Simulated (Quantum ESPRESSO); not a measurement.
# Al4SAs3: input and log of a self-consistent run

A calculation, not a measurement. The program is pw.x of Quantum ESPRESSO 7.5 (plane-wave density functional theory). The cell is made up: 8 atoms on a zincblende/diamond lattice, with randomly drawn elements, strain and displacements, not relaxed. PseudoDojo standard norm-conserving files (v0.5 for PBE, v0.4.1 for LDA and PBEsol) set the functional; there is no spin polarisation, spin-orbit coupling or dispersion term, and the masses in the input are unused placeholders. A spin-polarised start on this cell or one of its family kept no moment.

Input:

```
&control calculation='scf', pseudo_dir='./dojo.nc.sr.pbe.v0_5.standard.upf', outdir='./o', disk_io='low', tprnfor=.true., tstress=.true. /
&system ibrav=0, nat=8, ntyp=3, nbnd=42, ecutwfc=84.00895049, nosym=.true., tot_charge=0,
 occupations='smearing', smearing='fd', degauss=0.0073498644
/
&electrons conv_thr=7.350e-09, electron_maxstep=60, /
ATOMIC_SPECIES
Al 1.0 Al.upf
As 1.0 As.upf
S 1.0 S.upf
CELL_PARAMETERS angstrom
5.9549 -0.0099 0.0007
-0.0099 5.9678 -0.0469
0.0007 -0.0469 5.7762
ATOMIC_POSITIONS angstrom
Al -0.0756 -0.0204 0.0935
Al 0.0028 2.9943 2.9761
Al 2.9777 0.0389 2.9552
Al 2.9441 3.0174 0.0693
S 1.3814 1.6017 1.3884
As 1.4384 4.4099 4.3134
As 4.2489 1.4688 4.3782
As 4.5757 4.3272 1.5099
K_POINTS automatic
6 6 6 1 1 1
```

The log is shortened where brackets say so; the opening notice, blank lines, dates and the lines on written files are dropped, and the path of the files is cut. It prints rydbergs, bohrs and kilobars, and counts compression as positive stress.

```
     Program PWSCF v.7.5
     Parallel version (MPI & OpenMP), running on       4 processor cores
     Number of MPI processes:                 4
     Threads/MPI process:                     1
     [start-up lines left out]
     bravais-lattice index     =            0
     lattice parameter (alat)  =      11.2531  a.u.
     unit-cell volume          =    1385.1558 (a.u.)^3
     number of atoms/cell      =            8
     number of atomic types    =            3
     number of electrons       =        63.00
     number of Kohn-Sham states=           42
     kinetic-energy cutoff     =      84.0090  Ry
     charge density cutoff     =     336.0358  Ry
     scf convergence threshold =      7.3E-09
     mixing beta               =       0.7000
     number of iterations used =            8  plain     mixing
     Exchange-correlation= PBE
                           (   1   4   3   4   0   0   0)
     [axes and pseudopotential details left out]
   Cartesian axes
     site n.     atom                  positions (alat units)
         1        Al     tau(   1) = (  -0.0126954  -0.0034257   0.0157013  )
         2        Al     tau(   2) = (   0.0004702   0.5028289   0.4997726  )
         3        Al     tau(   3) = (   0.5000413   0.0065324   0.4962629  )
         4        Al     tau(   4) = (   0.4943989   0.5067081   0.0116375  )
         5        S      tau(   5) = (   0.2319767   0.2689714   0.2331522  )
         6        As     tau(   6) = (   0.2415486   0.7405488   0.7243437  )
         7        As     tau(   7) = (   0.7135123   0.2466537   0.7352254  )
         8        As     tau(   8) = (   0.7683913   0.7266611   0.2535555  )
     number of k points=   108  Fermi-Dirac smearing, width (Ry)=  0.0073
     Number of k-points >= 100: set verbosity='high' to print them.
     Dense  grid:   144109 G-vectors     FFT dimensions: (  72,  72,  64)
     Estimated max dynamical RAM per process >     505.27 MB
     Estimated total dynamical RAM >       1.87 GB
     Initial potential from superposition of free atoms
     starting charge      62.9895, renormalised to      63.0000
     Starting wfcs are   47 randomized atomic wfcs
     total cpu time spent up to now is       18.6 secs
     per-process dynamical memory:   441.0 Mb
     Self-consistent Calculation
     iteration #  1     ecut=    84.01 Ry     beta= 0.70
     Davidson diagonalization with overlap
     ethr =  1.00E-02,  avg # of iterations =  3.6
     Threshold (ethr) on eigenvalues was too large:
     Diagonalizing with lowered threshold
     Davidson diagonalization with overlap
     ethr =  4.14E-04,  avg # of iterations =  4.6
     total cpu time spent up to now is      102.7 secs
     total energy              =    -677.08701051 Ry
     estimated scf accuracy    <       0.26596717 Ry
     iteration #  2     ecut=    84.01 Ry     beta= 0.70
     Davidson diagonalization with overlap
     ethr =  4.22E-04,  avg # of iterations =  3.2
     total cpu time spent up to now is      139.5 secs
     total energy              =    -677.13680082 Ry
     estimated scf accuracy    <       0.06633782 Ry
     iteration #  3     ecut=    84.01 Ry     beta= 0.70
     Davidson diagonalization with overlap
     ethr =  1.05E-04,  avg # of iterations =  4.2
     total cpu time spent up to now is      178.2 secs
     total energy              =    -677.14984515 Ry
     estimated scf accuracy    <       0.00646823 Ry
     iteration #  4     ecut=    84.01 Ry     beta= 0.70
     Davidson diagonalization with overlap
     c_bands:  1 eigenvalues not converged
     c_bands:  1 eigenvalues not converged
     c_bands:  1 eigenvalues not converged
     ethr =  1.03E-05,  avg # of iterations = 11.1
     total cpu time spent up to now is      229.7 secs
     total energy              =    -677.15119689 Ry
     estimated scf accuracy    <       0.00470660 Ry
     iteration #  5     ecut=    84.01 Ry     beta= 0.70
     Davidson diagonalization with overlap
     ethr =  7.47E-06,  avg # of iterations =  2.7
     total cpu time spent up to now is      262.9 secs
     total energy              =    -677.15199246 Ry
     estimated scf accuracy    <       0.00004507 Ry
     iteration #  6     ecut=    84.01 Ry     beta= 0.70
     Davidson diagonalization with overlap
     ethr =  7.15E-08,  avg # of iterations =  5.3
     total cpu time spent up to now is      307.8 secs
     total energy              =    -677.15201654 Ry
     estimated scf accuracy    <       0.00002503 Ry
     iteration #  7     ecut=    84.01 Ry     beta= 0.70
     Davidson diagonalization with overlap
     ethr =  3.97E-08,  avg # of iterations =  2.3
     total cpu time spent up to now is      340.5 secs
     total energy              =    -677.15202011 Ry
     estimated scf accuracy    <       0.00000462 Ry
     iteration #  8     ecut=    84.01 Ry     beta= 0.70
     Davidson diagonalization with overlap
     ethr =  7.33E-09,  avg # of iterations =  2.0
     total cpu time spent up to now is      371.9 secs
     total energy              =    -677.15202046 Ry
     estimated scf accuracy    <       0.00000050 Ry
     iteration #  9     ecut=    84.01 Ry     beta= 0.70
     Davidson diagonalization with overlap
     ethr =  7.96E-10,  avg # of iterations =  3.8
     total cpu time spent up to now is      407.7 secs
     total energy              =    -677.15202065 Ry
     estimated scf accuracy    <       0.00000004 Ry
     iteration # 10     ecut=    84.01 Ry     beta= 0.70
     Davidson diagonalization with overlap
     ethr =  6.19E-11,  avg # of iterations =  3.5
     total cpu time spent up to now is      442.8 secs
     total energy              =    -677.15202065 Ry
     estimated scf accuracy    <       0.00000002 Ry
     iteration # 11     ecut=    84.01 Ry     beta= 0.70
     Davidson diagonalization with overlap
     ethr =  3.33E-11,  avg # of iterations =  2.0
     total cpu time spent up to now is      475.2 secs
     End of self-consistent calculation
     Number of k-points >= 100: set verbosity='high' to print the bands.
     the Fermi energy is     6.5179 ev
!    total energy              =    -677.15202065 Ry
     estimated scf accuracy    <          6.6E-10 Ry
     smearing contrib. (-TS)   =      -0.00668092 Ry
     internal energy E=F+TS    =    -677.14533973 Ry
     The total energy is F=E-TS. E is the sum of the following terms:
     one-electron contribution =    -453.79830547 Ry
     hartree contribution      =     249.50259904 Ry
     xc contribution           =    -157.03249578 Ry
     ewald contribution        =    -315.81713753 Ry
     convergence has been achieved in  11 iterations
     Forces acting on atoms (cartesian axes, Ry/au):
     atom    1 type  1   force =    -0.00214261    0.00563233   -0.01575059
     atom    2 type  1   force =    -0.01172150   -0.03679224   -0.00084385
     atom    3 type  1   force =    -0.01768648   -0.03873056   -0.02912998
     atom    4 type  1   force =    -0.01266902    0.00720304    0.00116283
     atom    5 type  3   force =     0.00537570   -0.01266714    0.01342203
     atom    6 type  2   force =     0.02014957    0.02947985    0.02285124
     atom    7 type  2   force =     0.05842188    0.00684639    0.01594383
     atom    8 type  2   force =    -0.03972755    0.03902832   -0.00765551
     Total force =     0.117014     Total SCF correction =     0.000157
     Computing stress (Cartesian axis) and pressure
          total   stress  (Ry/bohr**3)                   (kbar)     P=      -42.03
  -0.00031624   0.00004935   0.00008421          -46.52        7.26       12.39
   0.00004935  -0.00030763   0.00007599            7.26      -45.25       11.18
   0.00008421   0.00007599  -0.00023319           12.39       11.18      -34.30
     init_run     :     16.49s CPU     17.09s WALL (       1 calls)
     electrons    :    453.13s CPU    456.68s WALL (       1 calls)
     forces       :      5.15s CPU      5.20s WALL (       1 calls)
     stress       :     18.20s CPU     18.80s WALL (       1 calls)
     [timing details left out]
     PWSCF        :   8m14.65s CPU   8m19.66s WALL
     JOB DONE.
```

In other units: free energy -9213.123 eV for the cell, pressure -4.20 GPa, largest force component 1.502 eV/Å. A rerun of a related cell, with the same atoms placed differently, at 1437 eV and a 8 x 8 x 8 mesh moved values by no more than 0.006 eV in energy, 0.04 GPa in stress and 0.007 eV/Å in force.